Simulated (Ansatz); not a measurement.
The elements of this relaxed trial crystal are hidden behind letters.

```
lattice vectors (Å)
   4.1786    0.0000    0.0000
   0.0000    4.1786    0.0000
   0.0000    0.0000   12.7794
fractional positions
X 0.5000 0.5000 0.7735
X 0.0000 0.0000 0.0000
X 0.5000 0.5000 0.2265
Z 0.0000 0.5000 0.5000
Z 0.5000 0.0000 0.5000
Q 0.0000 0.0000 0.7592
Q 0.5000 0.5000 0.0000
Q 0.0000 0.0000 0.2408
```

The calculation used DFT PBE, scalar-relativistic, plane waves, PAW (Ansatz 0.2.0). The final run on the 8-atom cell used 420 eV, a Γ-centred 8×8×4 mesh, 0.10 eV smearing and no spin polarisation.

```
Space group                              : P4/mmm (No. 123)
Conventional cell                        : a = 4.179 Å, c = 12.779 Å
Volume per atom                          : 27.89 Å³
Density                                  : 5.06 g/cm³
Formation energy                         : −0.50 eV/atom
Gap on the 8×8×4 mesh of the 8-atom cell : 0 eV (a metal)
```

Energies are uncorrected and count from the elements' standard states at the same level.

Task: X is an s-block element of period 3, Z is a d-block element of period 5 and Q is a p-block element of period 5. Which elements are they?

Result: X = Mg, Z = Cd, Q = Te, so the formula is Mg3Cd2Te3. Density times volume gives a mean mass of 5.06 × 27.89/1.6605 = 85.0 u per atom, and this set has 85.1 u. Among the elements that the hints allow, noble gases aside, only these give it. Mg on a site of symmetry 4mm is surrounded by 5 Te at 2.89–2.96 Å; around Cd lie 4 Cd at 2.95 Å; around Te on a site of symmetry 4mm lie 5 Mg at 2.96–3.08 Å; 2 more sites not described.

These runs have no spin–orbit coupling, which can matter for Te. A later test with randomly moved atoms led to a structure 25 meV/atom lower, so this end is a saddle point or a shallow minimum. Another cell of the same search, in I4/mmm, lies 25 meV/atom lower, so this cell isn't the stable form at this level.
